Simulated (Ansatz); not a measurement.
Relaxed-ion elastic tensor of Li$_{3}$BrO (anti-perovskite, space group No. 221) in GPa (Voigt order), the program Ansatz at the PBEsol level (PAW); density 3.18 g/cm³, 12.20 Å³ per atom.

```
90.8  33.3  33.3   0.0   0.0   0.0
33.3  90.8  33.3   0.0   0.0   0.0
33.3  33.3  90.8   0.0   0.0   0.0
 0.0   0.0   0.0  47.4   0.0   0.0
 0.0   0.0   0.0   0.0  47.4   0.0
 0.0   0.0   0.0   0.0   0.0  47.4
```

Is the crystal mechanically stable?

Yes: the smallest eigenvalue of C is 47.4 GPa.

Work out the Voigt, Reuss and Hill averages.

K_V = 52.5, K_R = 52.5, K_H = 52.5; G_V = 39.9, G_R = 37.6, G_H = 38.8 GPa.

Give Young's modulus, Poisson's ratio, Pugh's ratio and the universal anisotropy index.

E = 9KG/(3K + G) = 93.4 GPa; ν = 0.20; K/G = 1.35 (brittle by the Pugh limit of 1.75); A_U = 5G_V/G_R + K_V/K_R − 6 = 0.31.

Estimate the sound speeds and the Debye temperature.

v_l = √((K + 4G/3)/ρ) = 5730 m/s, v_t = √(G/ρ) = 3490 m/s, mean 3860 m/s; Θ = (h/k)(3n/4πV)^(1/3) v_m = 499 K.

Give the Zener ratio and Young's modulus along [100], [110] and [111].

A = 2C44/(C11 − C12) = 1.65; 1/E = S11 − 2(S11 − S12 − S44/2)Γ with Γ = 0, 1/4, 1/3 gives 72.9, 97.2, 109 GPa.

Solve the Christoffel equation for the three sound speeds along [100], [110], [111].

Eigenvalues of C_ijkl n_j n_l equal ρv². In km/s, slowest first: [100] 3.86, 3.86, 5.35; [110] 3.01, 3.86, 5.87; [111] 3.32, 3.32, 6.03.

Space group Pm-3m (anti-perovskite). The workflow started from a Materials Project entry (that database holds measured and hypothetical structures alike); the Crystallography Open Database files this formula in space group No. 221, but the cells were not matched. Whether it is the stable phase at ambient conditions was not checked. Symmetry was held in the PBEsol relaxation; whether a distortion lowers the energy is not shown.

Potentials: the later of the program's two PAW sets.
